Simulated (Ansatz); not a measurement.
**Two states of NiPtF$_{6}$**

```xyz
8
Lattice="2.4996 1.4432 4.6241 -2.4996 1.4432 4.6241 0.0000 -2.8863 4.6241" Properties=species:S:1:pos:R:3 pbc="T T T"
Ni    0.0000    0.0000    6.9361
F    -0.9624   -1.2916    8.0968
F     1.5998   -0.1876    8.0968
F    -0.6374    1.4792    8.0968
F     0.9624    1.2916    5.7755
F    -1.5998    0.1876    5.7755
F     0.6374   -1.4792    5.7755
Pt    0.0000    0.0000    0.0000
```

Single point in Ansatz 0.2.0 with r2SCAN. Cutoff 500 eV, PAW datasets, 4×4×4 Γ-centred k mesh, cold filling (width 0.0882 eV).

State A: Ni1 up (collinear spin). State B: no moments (no spin polarisation).

Question: Which state is lower, and how do they differ?

Answer: State A is lower by 240.0 meV an atom at zero smearing; in free energy at this smearing B lies +239.5 meV an atom from A.

| state | free energy (meV/atom) | largest moment in a small sphere (μB) | net moment (μB/cell) | gap on mesh (eV) | pressure (GPa) | largest force (eV/Å) |
| --- | --- | --- | --- | --- | --- | --- |
| A | 0.0 | 1.70 | 2.00 | 2.18 | 2.4 | 0.59 |
| B | 239.5 | 0.00 | 0.00 | metal | 2.1 | 1.15 |

Origin: a database entry at a rescaled volume. Caveats: no spin-orbit coupling, which can shift this gap by tenths of an eV; gaps of Fe, Co and Ni magnets come out low on these datasets; the k mesh is coarse if the cell is a metal.
